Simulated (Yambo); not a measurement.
```cif
data_HAlGeSr
_chemical_formula_sum 'H1 Al1 Ge1 Sr1'
_space_group_name_H-M_alt 'P3m1'
_space_group_IT_number 156
_space_group_name_Hall 'P 3 -2"'
_cell_length_a 4.23228
_cell_length_b 4.23228
_cell_length_c 4.82418
_cell_angle_alpha 90.000
_cell_angle_beta 90.000
_cell_angle_gamma 120.000
loop_
_atom_site_label
_atom_site_type_symbol
_atom_site_symmetry_multiplicity
_atom_site_Wyckoff_symbol
_atom_site_fract_x
_atom_site_fract_y
_atom_site_fract_z
_atom_site_occupancy
H1 H 1 a 0.00000 0.00000 0.09898 1
Al1 Al 1 a 0.00000 0.00000 0.46266 1
Ge1 Ge 1 c 0.66667 0.33333 0.56193 1
Sr1 Sr 1 b 0.33333 0.66667 0.00563 1
```

SrAlGeH (space group P3m1, No. 156) under isotropic strain (on all lattice vectors), counted from the cell relaxed with PBEsol, atoms relaxed at each step. norm-conserving PBEsol (Quantum ESPRESSO, 78 Ry, no spin-orbit coupling); G0W0 in Yambo (3×3×2 Γ-centred k mesh, 144 bands and a 8 Ry block in the screening, 144 bands in G with the Bruneval-Gonze terminator, plasmon pole fitted at 27.2 eV).

Unstrained, the direct gap at A is 1.48 eV in PBEsol and 2.09 eV in G0W0.

Question: How fast does it move with strain?

Answer: Between -0.7 % and +1 % the direct gap at A has a volume deformation potential dE/dlnV of -6.1 eV in G0W0 and -5.3 eV in PBEsol. (G0W0: 2.221 eV at -0.7 %, 1.908 eV at +1 %; Δ ln V = 3 ln(1.01/0.993) = 0.0509.) Convergence of the GW settings isn't established. Spin-orbit splittings are left out.

The standard potential for Ge keeps a d shell in the valence without the s and p states of that shell. In tests on such compounds this moved G0W0 gaps by up to about 0.9 eV, so absolute quasiparticle energies here are unreliable; differences between settings are what counts.

The structure is a Materials Project entry; no match was found in the copy of COD used, and its stability was not checked.
